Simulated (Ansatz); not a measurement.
This AlO₂ structure is the end of a relaxation. The cell was found from a structure generator's guess, not taken from experiment.

All numbers below come from DFT PBE, scalar-relativistic, plane waves, PAW in Ansatz 0.2.0. Cutoff 420 eV, Γ-centred mesh, Gaussian smearing, collinear spin.

```cif
data_structure
_symmetry_space_group_name_H-M 'P 1'
_symmetry_Int_Tables_number 1
_cell_length_a 2.7423
_cell_length_b 2.7423
_cell_length_c 3.7018
_cell_angle_alpha 90.000
_cell_angle_beta 90.000
_cell_angle_gamma 90.000
_cell_volume 27.84
loop_
_atom_site_label
_atom_site_type_symbol
_atom_site_fract_x
_atom_site_fract_y
_atom_site_fract_z
_atom_site_occupancy
Al1 Al 0.00000 0.00000 0.50000 1
O1 O 0.00000 0.00000 0.00000 1
O2 O 0.50000 0.50000 0.50000 1
```

Formation energies are uncorrected and refer to the elements' standard structures at the same level (O₂ as a molecule).

(1) Find its symmetry and describe it.

(2) How far does it lie from the elements in energy?

(3) Is it a metal?

(4) Which magnetic moments does it keep?

Results:

(1) P4/mmm (No. 123). Conventional cell: a = 2.742 Å, c = 3.702 Å. Around Al lie 6 O at 1.85–1.94 Å; O on its first site has 2 Al at 1.85 Å; O on its second site has 4 Al at 1.94 Å.

(2) −1.96 eV/atom.

(3) Yes, bands cross the Fermi level on the 16×16×12 mesh.

(4) 0.33 μB per atom net, the space between the atoms included; by site: O 0.7, 0.2 μB.

The last run used collinear spin, a 16×16×12 mesh (in the run's order of axes) for its 3-atom cell and Gaussian smearing of 0.10 eV. Another magnetic order may lie lower. A structure relaxed within its symmetry needn't be a true minimum. Another cell of AlO2 relaxed alike, in Pnma (a cell as deposited in COD), lies 171 meV/atom lower, so this cell isn't the stable form at this level.
